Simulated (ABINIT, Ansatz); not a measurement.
This is a calculation of SnN2F2 for Ansatz 0.2.0. The cell comes from a database or a generator and needn't be the stable form of this composition.

Contents of input.yaml:

```yaml
crystal:
  lattice:
    - [4.397039, -2.647013, 0.0]
    - [4.397039, 2.647013, 0.0]
    - [-1.252948, 0.0, 3.52112]
  atoms:
    - { symbol: Sn, position: [0.0, 0.0, 0.0] }
    - { symbol: F, position: [0.172356, 0.172356, 0.636529] }
    - { symbol: F, position: [0.827644, 0.827644, 0.363471] }
    - { symbol: "N", position: [0.461994, 0.461994, 0.093931] }
    - { symbol: "N", position: [0.538006, 0.538006, 0.906069] }
hamiltonian:
  xc: pbe
  pseudopotentials: { kind: paw }
kpoints:
  mp_grid: { grid: [6, 6, 8] }
scf:
  occupations: { method: fermi_dirac, width: 0.05 }
output:
  forces: true
  stress: true
  eigenvalues: true
  write_density: true
  write_potential: true
  elf: true
  volumetric_format: npy
```

Potentials or basis: Ansatz PAW.

Command:

```bash
$ ansatz run input.yaml --threads 2 --pin off --max-ram 5120MiB --backend cpu --events-out ev --progress --plain --runs-dir out
```

**Question.** Set up the same calculation for ABINIT 10.8.3 (patched build). Potentials or basis there: JTH PAW PBE v2.0, cutoff 707 eV.

**Answer.** As run (cutoffs and basis follow the program's own potentials, and thresholds, step limits or extra output files can differ):

The input run.abi:

```
# Pseudopotentials
pp_dirpath "./"
pseudos "Sn.GGA_PBE-JTH.xml, F.GGA_PBE-JTH.xml, N.GGA_PBE-JTH.xml"

# Structure
structure "poscar:POSCAR"
natom 5
chkprim 0
chksymtnons 0
tolsym 1.0e-6

# Plane-wave basis
ecut 707.496042 eV
pawecutdg 48.0
pawxcdev 0
pawovlp 30

# k points
kptopt 1
ngkpt 6 6 8
nshiftk 1
shiftk 0.0 0.0 0.0

# Exchange and correlation
ixc 11

# Bands and occupations
nband 23
occopt 3
tsmear 0.05 eV

# SCF cycle
nstep 100
tolvrs 1.0e-9

# Output
iomode 3
prtwf 0
prtden 0
prteig 0
prtebands 0
```

File POSCAR:

```
SnN2F2
1.0
    4.3970390000     -2.6470130000      0.0000000000
    4.3970390000      2.6470130000      0.0000000000
   -1.2529480000      0.0000000000      3.5211200000
Sn F N
1 2 2
Direct
    0.0000000000      0.0000000000      0.0000000000  Sn
    0.1723560000      0.1723560000      0.6365290000  F
    0.8276440000      0.8276440000      0.3634710000  F
    0.4619940000      0.4619940000      0.0939310000  N
    0.5380060000      0.5380060000      0.9060690000  N
```

Potentials or basis: JTH PAW PBE v2.0.

Command:

```console
$ abinit run.abi > log 2>&1
```

Both were run:

|  | Ansatz | ABINIT |
| --- | --- | --- |
| Pressure | 5.3 GPa | 4.9 GPa |
| Largest force | 1.545 eV/Å | 1.461 eV/Å |

Ansatz's pressure holds a Pulay term of +0.53 GPa for its cutoff of 420 eV, which the other run lacks.

Where Ansatz's input types no cutoff or centring, it takes its own default and a Γ-centred mesh.

Pressure is positive in compression.
